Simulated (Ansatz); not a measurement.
Task: Name crystals whose computed values (plane-wave PAW r²SCAN (Ansatz code)) fall in these windows: G_Hill (GPa) 60 to 79; B₀ by P(V) fit (GPa) 100 to 140.

Result: 

```csv
crystal,G_Hill (GPa),B₀ by P(V) fit (GPa)
"Ti, P6/mmm (Ti on 1a, Ti on 2d)",69.0,118
"BeS, P6_422 (Be on 3c, S on 3d)",73.7,104
"MnO2, Fd-3m (Mn on 16d, O on 32e)",78.2,119
```
Others may fit too.

Spin orders computed, not proven ground states: MnO2, Fd-3m (Mn on 16d, O on 32e) ferromagnetic. Typed or built starts, not in the databases checked: BeS, P6_422 (Be on 3c, S on 3d). Not the usual ambient phase: Ti, P6/mmm (Ti on 1a, Ti on 2d); MnO2, Fd-3m (Mn on 16d, O on 32e). All cells were relaxed under the symmetry of their starts (and spin orders); stability against distortions was not tested throughout. Rows with no word on spin ran without spin polarisation. No Hubbard U is applied.

Potentials: the later of the program's two PAW sets.
